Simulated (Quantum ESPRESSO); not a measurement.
pw.x input (Quantum ESPRESSO 7.5; PBEsol, PseudoDojo standard norm-conserving files, scalar-relativistic):

```
&CONTROL
  calculation = 'scf'
  pseudo_dir = './pseudo'
  outdir = './out'
  tprnfor = .true.
  tstress = .true.
/
&SYSTEM
  ibrav = 0
  nat = 8
  ntyp = 3
  ecutwfc = 86.0
  ecutrho = 344.0
  occupations = 'smearing'
  smearing = 'fd'
  degauss = 0.002
  nbnd = 57
/
&ELECTRONS
  conv_thr = 8e-10
/
ATOMIC_SPECIES
Al 26.9815 Al.upf
Se 78.9710 Se.upf
Tl 204.3800 Tl.upf
CELL_PARAMETERS angstrom
 -4.010309774000   4.010309774000   3.174737962000
  4.010309774000  -4.010309774000   3.174737962000
  4.010309774000   4.010309774000  -3.174737962000
ATOMIC_POSITIONS crystal
Al   0.750000000000   0.250000000000   0.500000000000
Al   0.250000000000   0.750000000000   0.500000000000
Se   0.338513766350   0.838513766350   0.177027532700
Se   0.661486233650   0.161486233650   0.822972467300
Se   0.838513766350   0.661486233650   0.500000000000
Se   0.161486233650   0.338513766350   0.500000000000
Tl   0.750000000000   0.750000000000   0.000000000000
Tl   0.250000000000   0.250000000000   0.000000000000
K_POINTS automatic
6 6 6 0 0 0
```

End of the output:

```

[...]
     the Fermi energy is     7.6562 ev
!    total energy              =   -1221.33003442 Ry
     estimated scf accuracy    <          6.1E-10 Ry
     smearing contrib. (-TS)   =      -0.00000043 Ry
     internal energy E=F+TS    =   -1221.33003399 Ry
     The total energy is F=E-TS. E is the sum of the following terms:
     one-electron contribution =    -639.96641809 Ry
     hartree contribution      =     353.58713655 Ry
     xc contribution           =    -272.17381568 Ry
     ewald contribution        =    -662.77693676 Ry
     convergence has been achieved in   9 iterations
     Forces acting on atoms (cartesian axes, Ry/au):
     atom    1 type  1   force =     0.00000000    0.00000000   -0.00000000
     atom    2 type  1   force =     0.00000000    0.00000000    0.00000000
     atom    3 type  2   force =    -0.00002008   -0.00002008    0.00000000
     atom    4 type  2   force =     0.00002008    0.00002008   -0.00000000
     atom    5 type  2   force =     0.00002008   -0.00002008    0.00000000
     atom    6 type  2   force =    -0.00002008    0.00002008   -0.00000000
     atom    7 type  3   force =     0.00000000    0.00000000    0.00000000
     atom    8 type  3   force =     0.00000000    0.00000000    0.00000000
     Total force =     0.000057     Total SCF correction =     0.000115
     SCF correction compared to forces is large: reduce conv_thr to get better values
     Computing stress (Cartesian axis) and pressure
          total   stress  (Ry/bohr**3)                   (kbar)     P=       -3.79
  -0.00002351   0.00000000   0.00000000           -3.46        0.00        0.00
  -0.00000000  -0.00002351   0.00000000           -0.00       -3.46        0.00
   0.00000000   0.00000000  -0.00003035            0.00        0.00       -4.46
```
In a gapped system the printed Fermi energy is only some level inside the gap.

Spin-orbit coupling is not included.

Geometry relaxed with PBE+D3(BJ).
